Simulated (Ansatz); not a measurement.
NaCl:
```
CELL_PARAMETERS angstrom
      3.48205     0.00000     0.00000
      0.00000     3.48205     0.00000
      0.00000     0.00000     3.48205
ATOMIC_POSITIONS crystal
  Na 0.00000 0.00000 0.00000
  Cl 0.50000 0.50000 0.50000
```

Relaxed with HSE06.

Give the Bader charges and basin volumes of the independent atoms, the program Ansatz at the HSE06 level (PAW).



| atom | Bader charge (e) | Bader volume (Å³) |
|---|---|---|
| Na1 | +0.89 | 9.8 |
| Cl2 | -0.89 | 32.4 |

Space group Pm-3m (CsCl type). This is a known high-pressure phase of the composition, computed here at zero pressure and temperature. The HSE06 relaxation kept the symmetry of its start; its stability against distortions is not shown here.

Potentials: the later of the program's two PAW sets.
